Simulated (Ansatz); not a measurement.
With PBEsol in the plane-wave PAW code Ansatz, AgI in the hexagonal phase (P6_422; Ag on 3c, I on 3d) relaxes to a = 4.449 Å, c = 10.394 Å. Its formation energy from the elements is -0.16 eV/atom, with no fitted shifts.

The Kohn–Sham gap is 0.56 eV (indirect). The valence maximum lies at A and the conduction minimum at Γ. The electron mass is 0.13 mₑ (isotropic). The hole mass is 0.30, 0.30, 0.55 mₑ (principal values).

Perturbation theory gives ε∞ = 6.60 (xx = yy), 7.55 (zz). Born charges are Ag +1.27, I -1.27 e.

The start of the workflow was typed in or built on a structure type; neither database checked (COD, Materials Project) lists it. It is not the phase usual at ambient conditions (space group No. 186, 216). Symmetry was held in the PBEsol relaxation; whether a distortion lowers the energy is not shown. No spin polarisation was allowed. Point labels and valley counts follow the cell and symmetry of the run, lower than the named group. The references are the lowest solids computed at this level, not always the standard phases. Scalar-relativistic: spin–orbit coupling is off unless named, which matters more the heavier the elements.

Potentials: the later of the program's two PAW sets.
